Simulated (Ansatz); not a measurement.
RbCaH₃:
```
CELL_PARAMETERS angstrom
      4.51536     0.00000     0.00000
      0.00000     4.51536     0.00000
      0.00000     0.00000     4.51536
ATOMIC_POSITIONS crystal
  Rb 0.00000 0.00000 0.00000
  Ca 0.50000 0.50000 0.50000
  H  0.50000 0.00000 0.50000
  H  0.00000 0.50000 0.50000
  H  0.50000 0.50000 0.00000
```

Relaxed with r²SCAN.

Problem. Give the Bader charges and basin volumes of the independent atoms, the program Ansatz at the r²SCAN level (PAW).

Solution. 

| atom | Bader charge (e) | Bader volume (Å³) |
|---|---|---|
| Rb1 | +0.79 | 28.7 |
| Ca2 | +1.51 | 14.4 |
| H3 | -0.77 | 16.3 |

Space group Pm-3m (cubic perovskite). The workflow started from a Materials Project entry (that database holds measured and hypothetical structures alike); the Crystallography Open Database files this formula in space group No. 221, but the cells were not matched. Whether it is the stable phase at ambient conditions was not checked. The cell was relaxed with r²SCAN under the symmetry of its start; whether a distortion lowers the energy is not shown.

Potentials: the later of the program's two PAW sets.
